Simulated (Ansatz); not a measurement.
Input and command of a plane-wave DFT calculation in Ansatz:

```yaml
crystal:
  lattice:
    - [-2.1465104543, 2.1465104543, 2.0606500361]
    - [2.1465104543, -2.1465104543, 2.0606500361]
    - [2.1465104543, 2.1465104543, -2.0606500361]
  atoms:
    - { symbol: Na, position: [0.0, 0.0, 0.0] }
basis:
  ecutwfc: 420
kpoints:
  mp_grid: { grid: [18, 18, 18] }
hamiltonian:
  xc: pbesol
scf:
  occupations: { method: gaussian, width: 0.15 }
output:
  forces: true
  stress: true
  eigenvalues: true
```

```bash
ansatz run input.yaml --threads 1 --pin off --max-ram 2560MiB --backend cpu --events-out ev --progress --plain --runs-dir out
```

Processor: Arm Neoverse V1, 1 thread, on a host shared with other jobs.

Problem. Estimate time, memory and problem size.

Solution. About 7.8 s on 1 thread of Arm Neoverse V1, with other jobs on the host, peak memory 0.41 GiB. It solves 9 bands at 480 k points (the mesh reduced by symmetry) with about 735 plane waves, in 6 SCF iterations.
